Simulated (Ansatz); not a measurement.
B4C:
Space group Cm (No. 8); a = 8.7424 Å, b = 5.5797 Å, c = 5.0277 Å, α = γ = 90.00°, β = 118.74°

```json
[
 {"atom": "B", "site": "2a", "symmetry": "m", "x": "0.0083", "y": "0.5000", "z": "0.1617"},
 {"atom": "B", "site": "4b", "symmetry": "1", "x": "0.3371", "y": "0.1609", "z": "0.5160"},
 {"atom": "B", "site": "4b", "symmetry": "1", "x": "0.1684", "y": "0.3375", "z": "0.4946"},
 {"atom": "B", "site": "2a", "symmetry": "m", "x": "0.1930", "y": "0.5000", "z": "0.8192"},
 {"atom": "B", "site": "2a", "symmetry": "m", "x": "0.3104", "y": "0.0000", "z": "0.1881"},
 {"atom": "B", "site": "4b", "symmetry": "1", "x": "0.4426", "y": "0.2545", "z": "0.3049"},
 {"atom": "B", "site": "4b", "symmetry": "1", "x": "0.0607", "y": "0.2432", "z": "0.7012"},
 {"atom": "B", "site": "2a", "symmetry": "m", "x": "0.4996", "y": "0.5000", "z": "0.0121"},
 {"atom": "C", "site": "2a", "symmetry": "m", "x": "0.4967", "y": "0.0000", "z": "0.8244"},
 {"atom": "C", "site": "2a", "symmetry": "m", "x": "0.3744", "y": "0.5000", "z": "0.1187"},
 {"atom": "C", "site": "2a", "symmetry": "m", "x": "0.1215", "y": "0.0000", "z": "0.8964"}
]
```
(The calculation used a cell of 15 atoms; values per cell refer to that cell.)

Relaxed with PBEsol.

Question: Give the optical modes at the zone centre with their infrared activity from DFPT, PBEsol in the plane-wave PAW code Ansatz.

Answer: Transverse frequencies, without the LO–TO term; a row sums one degenerate level.

```tsv
ω (cm⁻¹)	degeneracy	IR ((D/Å)²/amu)	activity
351	1	7.04	IR
388	1	8.31	IR
425	1	0.29	IR
475	1	0.06	IR
478	1	0.09	IR
480	1	0.07	IR
504	1	0.09	IR
526	1	0.10	IR
531	1	0.05	IR
541	1	0.23	IR
566	1	0.01	IR
586	1	0.86	IR
617	1	0.84	IR
690	1	0.31	IR
697	1	0.39	IR
714	1	0.18	IR
716	1	0.66	IR
717	1	3.25	IR
731	1	0.32	IR
732	1	0.26	IR
763	1	0.08	IR
781	1	1.18	IR
792	1	0.02	IR
799	1	0.00	IR-inactive
810	1	0.05	IR
834	1	1.08	IR
835	1	0.19	IR
844	1	0.15	IR
852	1	1.15	IR
865	1	0.03	IR
877	1	0.99	IR
956	1	1.50	IR
986	1	0.47	IR
1044	1	1.85	IR
1047	1	0.09	IR
1063	1	0.41	IR
1074	1	12.26	IR
1085	1	1.17	IR
1093	1	7.77	IR
1115	1	16.34	IR
1136	1	6.41	IR
1591	1	34.30	IR
```

Question: How high does the top mode go among those that the LO–TO term moves?

Answer: 1618 cm⁻¹ for q along x, 1111 cm⁻¹ for q along y, 1594 cm⁻¹ for q along z.

The first step of the workflow began from a Materials Project structure, measured or hypothetical; the Crystallography Open Database copy checked does not list it. Whether it is the stable phase at ambient conditions was not checked. Symmetry was held in the PBEsol relaxation; whether a distortion lowers the energy is not shown.

Potentials: the earlier of the program's two PAW sets. The files were generated under PBE; for other functionals the program regenerates the frozen cores, and for LDA and PBEsol the local potential too.
